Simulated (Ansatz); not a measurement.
Y3Ge5 in space group Fdd2 (No. 43; Pearson symbol oF64), PBE (plane waves, PAW; program Ansatz), all energies at zero smearing, with the estimated change up to a 700 eV cutoff added, with one set of potentials and settings (totals compare only within such a set). Cell of 16 atoms (6 Y, 10 Ge): -66053.522 eV.

```
element                reference phase  E (eV/atom)
-------  -----------------------------  -----------
Y        P6_3/mmc, 2 atoms in the cell   -3848.6668
Ge          Fd-3m, 2 atoms in the cell   -4294.9847
```

Formation energy per atom, worked out: (-66053.522 − 6×(-3848.6668) − 10×(-4294.9847))/16 = -0.730 eV/atom (-70 kJ per mol of atoms), at 0 K, without zero-point energy or fitted corrections.

The workflow started from a Materials Project entry (that database holds measured and hypothetical structures alike); the Crystallography Open Database copy checked does not list it. Its standing as an ambient phase is unchecked. The PBE relaxation kept the symmetry of its start; its stability against distortions is not shown here. No spin polarisation was allowed. The references are the lowest solids computed at this level, not always the standard phases.

Potentials: the later of the program's two PAW sets.
